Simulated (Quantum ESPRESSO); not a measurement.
# One change at a time to Mg2RuTa4Ti

Calculated results; nothing here was measured. They come from Quantum ESPRESSO 7.5, a public plane-wave density functional program. Each row is one single-point run on a made-up periodic cell of eight metal atoms, with elements, volume, strain and displacements drawn at random and not relaxed, so a cell may be unstable or far from any real phase. There is no spin polarisation or spin-orbit coupling.

Settings: PBE unless stated; PseudoDojo standard norm-conserving files; Fermi-Dirac width 0.25 eV, which means electrons at about 2900 K; cutoff 1143 eV; 6 x 6 x 3 k mesh shifted half a step off Gamma. E is the free energy of the whole cell (internal energy minus TS), so a -TS column is already part of it. Stress is positive in tension, and the pressure P is minus a third of its trace.

Checks: one run of this series was repeated at a higher cutoff and on a denser mesh, which moved values by no more than 0.003 eV, 0.02 GPa and 0.013 eV/Å, and a second program with other atomic files agreed on it to 2 % rms in force and 0.5 GPa in pressure. Known limits: heavy elements are run without spin-orbit coupling, which real alloys of them have; a spin test at this wide smearing found no moment, but such smearing suppresses magnetism that the real alloy may have.

The lattice is face-centred cubic, and the cell vectors in Å are (0.040, 0.045, -4.192); (4.161, 0.011, -0.040); (-0.021, -8.422, 0.090), a volume of 146.88 Å³ in run 1. The elements on sites 1 to 8 are Ta Ti Ta Ta Ta Mg Ru Mg. Each later run makes one change to run 1 and keeps the rest. E is counted from run 1, and is n/a where other atomic files have another zero of energy.

```
run                           change  V (Å³)  P (GPa)  -TS (eV)  rms force (eV/Å)  largest change of a force component (eV/Å)  E (eV)
  1                             none  146.88    -3.00    -1.777             0.386                                       0.000   0.000
  2          sites 1 and 6 exchanged  146.88    -4.07    -1.693             0.360                                       1.106   0.119
  3    all lengths scaled by +0.73 %  150.13    -5.72    -1.818             0.382                                       0.110   0.089
  4           PBEsol in place of PBE  146.88    -7.56    -1.780             0.404                                       0.223     n/a
  5                     Ag on site 3  146.88    -4.21    -1.725             0.525                                       1.436     n/a
  6  site 3 moved by +0.19 Å along y  146.88    -1.79    -1.803             0.479                                       0.999       ?
```

## Worked estimate

Along the move dE = -F dx. The force on site 3 along y is -0.116 eV/Å in run 1 and -1.115 eV/Å in run 6, and the move is +0.19 Å, so the mean force times the move gives an estimate.

## Withheld value

Question: what E should run 6 give?

The estimate is 0.117 eV. The calculation gave 0.118 eV.
